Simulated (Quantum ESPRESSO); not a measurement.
## Kohn-Sham bands of TePb₂S (R-3m)

```
TePb2S
1.0
   -2.22198     3.84857     0.00000
   -4.44395     0.00000     0.00000
   -2.22198     1.28286     7.25989
Te Pb S
1 2 1
Cartesian
 -4.44395   2.56572   3.62995
 -2.22198   1.28286   1.63455
  2.22198  -1.28286  -1.63455
  0.00000   0.00000   0.00000
```

Materials Project entry mp-1217283; symmetrised, unrelaxed at this level. Not found in the COD (Crystallography Open Database) copy used; not checked further. Computed values, not measurements, from PBEsol: Quantum ESPRESSO (norm-conserving PseudoDojo potentials, cutoff 64 Ry, spinors with spin-orbit coupling) on a Γ-centred 4×4×4 mesh, then Wannier90. Density: 8×8×8 mesh, cold smearing 0.01 Ry. With spin-orbit coupling a semilocal functional can close or falsely invert a small gap; the band order was not checked against a better method.

### Question
List the Kohn-Sham levels between −8 and 3.0 eV relative to the Fermi level at the high-symmetry points, as a band run of pw.x on that density gives them (levels within 2 meV counted together).

### Answer
```
point  k (reciprocal lattice)                                                                                                                      levels (eV)
-----  ----------------------  -------------------------------------------------------------------------------------------------------------------------------
Γ           0.000 0.000 0.000    -5.90 (×2), -2.13 (×2), -1.83 (×2), -1.61 (×2), -0.95 (×2), -0.40 (×2), 0.07 (×2), 0.07 (×2), 1.49 (×2), 2.19 (×2), 2.96 (×2)
T           0.000 0.000 0.500  -7.38 (×2), -6.75 (×2), -2.02 (×2), -1.83 (×2), -1.58 (×2), -0.85 (×2), -0.63 (×2), -0.48 (×2), 1.38 (×2), 1.68 (×2), 2.77 (×2)
H_2       -0.313 -0.625 0.187             -7.95 (×2), -7.90 (×2), -3.77 (×2), -3.64 (×2), -2.69 (×2), -2.44 (×2), -1.31 (×2), -1.24 (×2), 1.93 (×2), 2.20 (×2)
H_0      -0.375 -0.687 -0.187             -7.95 (×2), -7.90 (×2), -3.77 (×2), -3.64 (×2), -2.69 (×2), -2.44 (×2), -1.31 (×2), -1.24 (×2), 1.93 (×2), 2.20 (×2)
L          0.000 -0.500 0.000             -7.88 (×2), -7.76 (×2), -3.39 (×2), -3.13 (×2), -2.64 (×2), -2.24 (×2), -1.86 (×2), -1.56 (×2), 2.45 (×2), 2.67 (×2)
S_0      -0.344 -0.687 -0.344             -7.97 (×2), -7.88 (×2), -3.97 (×2), -3.35 (×2), -3.04 (×2), -2.24 (×2), -1.67 (×2), -0.65 (×2), 1.43 (×2), 2.38 (×2)
S_2       -0.344 -0.656 0.000             -7.97 (×2), -7.88 (×2), -3.97 (×2), -3.35 (×2), -3.04 (×2), -2.24 (×2), -1.67 (×2), -0.65 (×2), 1.43 (×2), 2.38 (×2)
F         -0.500 -0.500 0.000              -7.08 (×2), -4.55 (×2), -3.15 (×2), -2.68 (×2), -1.29 (×2), -0.92 (×2), -0.01 (×2), 0.03 (×2), 1.48 (×2), 2.23 (×2)
```
